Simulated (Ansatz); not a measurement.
Input and command of a calculation in Ansatz (plane waves; scalar-relativistic PAW potentials unless the input names others):

```yaml
crystal:
  lattice:
    - [3.1869193833, 1.8399687638, 7.9240359691]
    - [-3.1869193833, 1.8399687638, 7.9240359691]
    - [0.0, -3.6799375276, 7.9240359691]
  atoms:
    - { symbol: Bi, position: [0.6004738926, 0.8995261074, 0.25] }
    - { symbol: Bi, position: [0.25, 0.6004738926, 0.8995261074] }
    - { symbol: Bi, position: [0.8995261074, 0.25, 0.6004738926] }
    - { symbol: Bi, position: [0.3995261074, 0.1004738926, 0.75] }
    - { symbol: Bi, position: [0.75, 0.3995261074, 0.1004738926] }
    - { symbol: Bi, position: [0.1004738926, 0.75, 0.3995261074] }
    - { symbol: P, position: [0.3225008939, 0.3225008939, 0.3225008939] }
    - { symbol: P, position: [0.1774991061, 0.1774991061, 0.1774991061] }
    - { symbol: P, position: [0.6774991061, 0.6774991061, 0.6774991061] }
    - { symbol: P, position: [0.8225008939, 0.8225008939, 0.8225008939] }
basis:
  ecutwfc: 420
kpoints:
  mp_grid: { grid: [6, 6, 6] }
hamiltonian:
  xc: pbe
scf:
  occupations: { method: fermi_dirac, width: 1.0 }
  max_iter: 60
output:
  forces: true
  eigenvalues: true
  stress: true
```

```bash
ansatz run input.yaml --threads 1 --pin off --max-ram 2560MiB --backend cpu --events-out ev --progress --plain --runs-dir out
```

Abridged log:
```
Basis set: ecut = 420 eV, 5439 PW (Γ), exchange–correlation on 120×120×120 points (8 copies of the dense FFT grid, shifted against one another)
Bands: 111, of which v1, the nominal top of the filled ones, is band 55 counted from 1 (54 counted from 0)
Symmetry: 12 space group operations
k-points: 32 of 216
SCF iter   1: F=—  HF=-77408.663561 eV  |F-HF|=—  |Δ(HF+E_count)|=         —  Δρ=4.47e-3  dr2=1.29e-1  ethr=1.77e-3  ⟨swp⟩=13.0  Hψ=22554  notcnv=0
SCF iter   2: F=—  HF=-77408.645334 eV  |F-HF|=—  |Δ(HF+E_count)|=   1.82e-2  Δρ=2.51e-3  dr2=3.34e-2  ethr=1.17e-4  ⟨swp⟩=1.6  Hψ=4182  notcnv=0
SCF iter   3: F=—  HF=-77408.640610 eV  |F-HF|=—  |Δ(HF+E_count)|=   4.72e-3  Δρ=6.75e-4  dr2=2.24e-3  ethr=3.03e-5  ⟨swp⟩=1.6  Hψ=3726  notcnv=0
SCF iter   4: F=—  HF=-77408.640528 eV  |F-HF|=—  |Δ(HF+E_count)|=   8.26e-5  Δρ=1.60e-4  dr2=1.47e-4  ethr=2.04e-6  ⟨swp⟩=2.4  Hψ=5107  notcnv=0
SCF iter   5: F=—  HF=-77408.640550 eV  |F-HF|=—  |Δ(HF+E_count)|=   2.25e-5  Δρ=6.26e-5  dr2=2.94e-5  ethr=1.34e-7  ⟨swp⟩=2.7  Hψ=5358  notcnv=0
SCF iter   6: F=—  HF=-77408.640749 eV  |F-HF|=—  |Δ(HF+E_count)|=   1.99e-4  Δρ=2.18e-5  dr2=3.74e-6  ethr=2.67e-8  ⟨swp⟩=2.5  Hψ=5101  notcnv=0
SCF iter   7: F=—  HF=-77408.640750 eV  |F-HF|=—  |Δ(HF+E_count)|=   1.12e-6  Δρ=7.33e-6  dr2=2.44e-7  ethr=3.40e-9  ⟨swp⟩=2.8  Hψ=6151  notcnv=0
SCF iter   8: F=-77408.640750 eV  HF=-77408.640750 eV  |F-HF|=1.14e-9  |Δ(HF+E_count)|=   7.52e-8  Δρ=2.20e-6  dr2=1.35e-8  ethr=9.09e-11  ⟨swp⟩=9.9  Hψ=16480  notcnv=0
SCF 1 converged in 8 iterations: F = -77408.640750 eV  dr2 = 1.35e-8
SCF converged after 8 iterations
Free energy (F): -77408.640750 eV
Harris-Foulkes:  -77408.640750 eV  (|F-HF|=1.14e-9)
Internal energy: -77389.515482 eV  (E = F + TS)
E sigma→0 (E₀):  -77399.078116 eV
Entropy (-TS):   -19.125269 eV (-1912.527 meV/atom)
Fermi energy:    9.533605 eV
--- Forces (eV/Å), atoms counted from 1 ---
  atom   1  Bi     0.35381621     0.00000000     0.00000000
  atom   2  Bi    -0.17690811     0.30641383     0.00000000
  atom   3  Bi    -0.17690811    -0.30641383     0.00000000
  atom   4  Bi    -0.35381621     0.00000000     0.00000000
  atom   5  Bi     0.17690811    -0.30641383     0.00000000
  atom   6  Bi     0.17690811     0.30641383     0.00000000
  atom   7  P      0.00000000     0.00000000     0.34749667
  atom   8  P      0.00000000     0.00000000    -0.34749667
  atom   9  P      0.00000000     0.00000000    -0.34749667
  atom  10  P      0.00000000     0.00000000     0.34749667
--- Stress (GPa, compression-positive) ---
        5.318460       0.000000       0.000000
        0.000000       5.318460       0.000000
        0.000000       0.000000       4.306506
  P = ⅓ Tr σ = 4.9811 GPa (49.811 kbar)
```

**Question.** What should be changed?

**Answer.** The fault is a smearing of electronvolts (scf.occupations: {"method": "gaussian", "width": 0.1} → {"method": "fermi_dirac", "width": 1.0}, the first being the value of the sound run). Setting it back cures it. The run converged all the same, with an energy at zero smearing 9.04 meV/atom above the reference's, pressure 4.98 GPa, largest force 0.354 eV/Å, no gap on the mesh, so convergence alone doesn't show that an input is right. A reference run on usual settings, whose relaxation ended at this geometry, converged, and the end of its own relaxation has pressure 0.00 GPa, largest force 0.001 eV/Å, no gap on the mesh.

It took 78 s on 1 thread of Intel(R) Xeon(R) Platinum 8259CL CPU @ 2.50GHz (Skylake/Cascade Lake), on a shared host, peak memory 1.1 GiB.